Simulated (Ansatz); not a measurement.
Zone-centre phonons of PbF2 at 20 GPa: input and output

Method: DFT PBE+D3(BJ), scalar-relativistic, plane waves, PAW in Ansatz.

Launched with:
```bash
ansatz run input.yaml --threads 1 --pin off --max-ram 1228MiB --backend cpu --events-out ev --progress --plain --runs-dir out
```

Input (bare energies are in eV):
```yaml
crystal:
  lattice:
    - [0.0, 2.8037918342, 2.8037918342]
    - [2.8037918342, 0.0, 2.8037918342]
    - [2.8037918342, 2.8037918342, 0.0]
  atoms:
    - { symbol: Pb, position: [0.0, 0.0, 0.0] }
    - { symbol: F, position: [0.25, 0.25, 0.25] }
    - { symbol: F, position: [0.75, 0.75, 0.75] }
basis:
  ecutwfc: 420
kpoints:
  mp_grid: { grid: [8, 8, 8] }
hamiltonian:
  xc: pbe
  dispersion: d3bj
scf:
  occupations: { method: fixed }
output:
  eigenvalues: true
phonons:
  method: dfpt
  dielectric: true
  rigid_motions: translations
  eigenvectors: true
```

Results section of the output:
```
--- Phonons (Γ-DFPT): 2 representative perturbations + reference, on 95 of 512 k-points (Σ response iterations 7) ---
  k mesh reduced under 4 symmetry operations, with k and −k counted as one. Each operation leaves every solved perturbation unchanged. A smaller set is not considered because the run solves the response ...
  ASR residual: 1.869e-4 → 0.000e0 eV/Å²; symmetrization residual: 4.776e-6 eV/Å²
  pairwise dispersion correction: d3bj (s6 = 1.0, s8 = 0.7875, a1 = 0.4289, a2_bohr = 4.4407), with the weights of each atom's references fixed at the reference crystal's, and the forces and stress that the weights' published response gives ...
  ASR residual per site (eV/Å²): 8.59e-5 1.87e-4 1.87e-4
  Γ frequencies (cm⁻¹): 0.00 0.00 0.00 204.88 204.88 204.88 330.11 330.11 330.11
  ε∞ (high-frequency dielectric tensor):
        3.529346     0.000000    -0.000000
        0.000000     3.529346     0.000000
       -0.000000    -0.000000     3.529346
  ε⁰ (static dielectric tensor: ions relaxed, cell fixed):
       12.883423     0.000000    -0.000000
        0.000000    12.883423     0.000000
       -0.000000     0.000000    12.883423
  ε⁰ − ε∞ (ionic part):
        9.354077     0.000000    -0.000000
        0.000000     9.354077     0.000000
       -0.000000     0.000000     9.354077
  softest optical mode at Γ: 204.88 cm⁻¹; the repairs (sum rule, projections) moved no ω² at Γ by more than (1.81 cm⁻¹)²
  Born effective charges Z* (e; rows j = field, columns β = displacement):
    site 0:
         3.36073    0.00000    0.00000
         0.00000    3.36073    0.00000
         0.00000    0.00000    3.36073
    site 1:
        -1.68036   -0.00000   -0.00000
         0.00000   -1.68036   -0.00000
         0.00000   -0.00000   -1.68036
    site 2:
        -1.68036    0.00000   -0.00000
        -0.00000   -1.68036    0.00000
         0.00000   -0.00000   -1.68036
  Z* charge neutrality: 2.678e-5 e pre-enforcement
  k-mesh period / interband length: 31.7 Å / 1.25 Å = 25.33 at k = (0.0000, -0.5000, -0.5000), direct gap 4.488 eV — 14 or more, which is no proof of convergence
  optical modes at Γ without the LO–TO term, one row a degenerate level:
      ω (cm⁻¹) modes IR ((D/Å)²/amu)
        204.88      3            24.3460
        330.11      3             0.0000
  optical modes at Γ + LO–TO along q̂ = [1.0000, 0.0000, 0.0000]:
      ω (cm⁻¹) modes IR ((D/Å)²/amu)
        204.88      2            16.2307
        330.11      3             0.0000
        391.44      1             8.1153
  optical modes at Γ + LO–TO along q̂ = [0.0000, 1.0000, 0.0000]:
      ω (cm⁻¹) modes IR ((D/Å)²/amu)
        204.88      2            16.2307
        330.11      3             0.0000
        391.44      1             8.1153
  optical modes at Γ + LO–TO along q̂ = [0.0000, 0.0000, 1.0000]:
      ω (cm⁻¹) modes IR ((D/Å)²/amu)
        204.88      2            16.2307
        330.11      3             0.0000
        391.44      1             8.1153
```

The run took 78 s on 1 thread of Arm Neoverse N1 (shared host), peak memory 0.54 GiB.

Spin–orbit coupling is left out, which matters for heavy elements. Other phases may be more stable at this pressure.